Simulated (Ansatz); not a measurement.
Co3W (Cu3Au type, Pm-3m), the program Ansatz at the PBEsol level (PAW), all energies at zero smearing, with the estimated change up to a 700 eV cutoff added, with one set of potentials and settings (totals compare only within such a set). Cell of 4 atoms (3 Co, 1 W): -25535.937 eV.

```json
[
 {"element": "Co", "reference phase": "P6_3/mmc, 2 atoms in the cell, spin-polarised", "E (eV/atom)": "-5092.9959"},
 {"element": "W", "reference phase": "Im-3m, 1 atoms in the cell", "E (eV/atom)": "-10256.5620"}
]
```

Formation energy per atom, worked out: (-25535.937 − 3×(-5092.9959) − 1×(-10256.5620))/4 = -0.097 eV/atom (-9 kJ per mol of atoms), at 0 K, without zero-point energy or fitted corrections.

The workflow started from a Materials Project entry (that database holds measured and hypothetical structures alike); the Crystallography Open Database copy checked does not list it. COD files the formula under space group No. 194. Its standing as an ambient phase is unchecked. The cell was relaxed with PBEsol under the symmetry of its start, as lowered by the spin order; its stability against distortions is not shown here. Magnetic state: ferrimagnetic, the only order run, not a proven ground state. The references are the lowest solids computed at this level, not always the standard phases. Scalar-relativistic: spin–orbit coupling is off unless named, which matters more the heavier the elements.

Potentials: the later of the program's two PAW sets.
